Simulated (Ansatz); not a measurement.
## Al₃Ni₂: computed property card

Al3Ni2:
```
CELL_PARAMETERS angstrom
      4.00525     0.00000     0.00000
     -2.00262     3.46864     0.00000
      0.00000     0.00000     4.85497
ATOMIC_POSITIONS crystal
  Al 0.00000 0.00000 0.00000
  Al 0.33333 0.66667 0.64767
  Al 0.66667 0.33333 0.35233
  Ni 0.33333 0.66667 0.14562
  Ni 0.66667 0.33333 0.85438
```

Space group P-3m1 (No. 164), La2O3 or Ni2Al3 type; conventional cell a = b = 4.0052 Å, c = 4.8550 Å, α = β = 90.00°, γ = 120.00°.

Method: the program Ansatz at the PBEsol level (PAW). Structure relaxed to zero pressure with the same functional. Other levels are named where they apply.

**Cell and energy**

* **Volume per atom**: 13.49 Å³
* **Density**: 4.88 g/cm³
* **Formation energy from the elements (no fitted shifts)**: -0.62 eV/atom

**Electronic structure**

* **Electronic character**: metallic (no gap)
* **Density of states at the Fermi level**: 0.27 states/eV per atom (mean over ±0.08 eV)

**Mechanics**

- Bulk modulus (Birch–Murnaghan fit): 142 GPa
- Pressure derivative B′: 4.3
- Elastic constants (relaxed ions, GPa): C11 = 259, C12 = 90.2, C13 = 69.1, C14 = -0.7, C33 = 310, C44 = 94.4
- Mechanical stability: stable (all eigenvalues of C positive)
- Hill bulk and shear moduli: 143 and 94.0 GPa
- Young's modulus: 231 GPa
- Poisson's ratio: 0.23
- Debye temperature from the elastic constants: 608 K

**Phonons**

- Highest zone-centre frequency = 385 cm⁻¹
- Zone-centre stability = no imaginary mode at Γ

The first step of the workflow began from a Materials Project structure, measured or hypothetical; the Crystallography Open Database copy checked does not list it. Whether it is the stable phase at ambient conditions was not checked. The cell was relaxed with PBEsol under the symmetry of its start. The run is not spin-polarised. As this level gives no gap, shear constants depend on the k-mesh and smearing (Fermi–Dirac, 0.1 eV here). As this level gives no gap, phonon frequencies hold no LO–TO term and depend on the k-mesh and smearing (Fermi–Dirac, 0.1 eV here). Axis ratios of metals converge slowly with the k-mesh, so a and c are less sure than the volume. On the denser mesh and wider smearing of the elastic run this cell carries a stress of 0.4 GPa. The references are the lowest solids computed at this level, not always the standard phases.

Potentials: the later of the program's two PAW sets.
